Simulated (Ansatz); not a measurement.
BiB:
```xyz
4
Lattice="3.8888 0.0000 0.0000 -1.9444 3.3678 0.0000 0.0000 0.0000 6.4079" Properties=species:S:1:pos:R:3 pbc="T T T"
B      1.9444     1.1226     6.4078
B      0.0000     2.2452     3.2039
Bi     1.9444     1.1226     4.0062
Bi     0.0000     2.2452     0.8023
```

Relaxed with PBE. Special points in fractions of this cell's reciprocal vectors: Γ (0.000, 0.000, 0.000); M (0.500, 0.000, 0.000); K (0.333, 0.333, 0.000); A (0.000, 0.000, 0.500); L (0.500, 0.000, 0.500); H (0.333, 0.333, 0.500).

**Question.** List the band energies nearest the Fermi level at these points for PBE in the plane-wave PAW code Ansatz.

**Answer.** In eV from the Fermi level; about four levels below and three above (degenerate sets whole), none deeper than 8.9 eV; points with the same levels are listed once.

```csv
k,below,above
Γ,-1.70 -1.70 -0.23 -0.02 -0.02,0.00 0.20 2.51 2.51
M,-5.04 -3.49 -3.09 -1.70,0.59 1.58 3.15
K,-5.58 -3.83 -3.83 -3.59,1.53 3.26 3.26
A,-1.03 -1.03 -1.03 -1.03,0.67 0.67 3.61 3.61 3.61 3.61
L,-2.81 -2.81 -2.74 -2.74,0.58 0.58 2.31 2.31
H,-4.78 -4.78 -2.32 -2.32,1.35 1.35 4.00 4.00
```

Space group P6_3mc (wurtzite). A made-up cell: these elements were put on the sites of a structure type; neither database checked (COD, Materials Project) lists it. Whether it is the stable phase at ambient conditions was not checked. The cell was relaxed with PBE under the symmetry of its start; its stability against distortions is not shown here. The Fermi level of a semimetal is unsure by some 0.05 eV on such meshes. Scalar-relativistic: spin–orbit coupling is off unless named, which matters more the heavier the elements.

Potentials: the later of the program's two PAW sets.
